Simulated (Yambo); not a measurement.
G0W0@PBEsol for AgNO3 (space group R3m, No. 160) in Yambo. Reference settings: 4×4×4 Γ-centred k mesh, bands 5 to 132 and a 8 Ry block in the screening, 132 bands in G with the Bruneval-Gonze terminator, plasmon pole fitted at 27.2 eV. The PBEsol gap L → Z on this mesh is 1.59 eV; G0W0 gaps are taken between the same points.

With and without the terminator, as bands are cut:

```csv
bands in G (in W),"gap, terminator (eV)","gap, none (eV)","valence shift, terminator (eV)","valence shift, none (eV)"
53 (132),4.305,4.191,-1.297,-0.609
87 (132),4.273,4.186,-1.281,-0.878
132 (132),4.268,4.217,-1.279,-1.053
```

Over this range the gap spans 0.037 eV with the terminator and 0.031 eV without, the valence shift 0.018 eV and 0.444 eV. Neither column has reached its limit for certain. In the run with 132 bands and a 8 Ry block, which covers more k points, the smallest G0W0 gap is 4.13 eV, L → Γ.

Spin-orbit coupling is not included.

Geometry relaxed with PBE+D3(BJ); primitive cell a = 4.073 Å, b = 4.073 Å, c = 4.073 Å, α = 78.42°, β = 78.42°, γ = 78.42°.

A shift is the quasiparticle energy of the state minus its PBEsol energy.
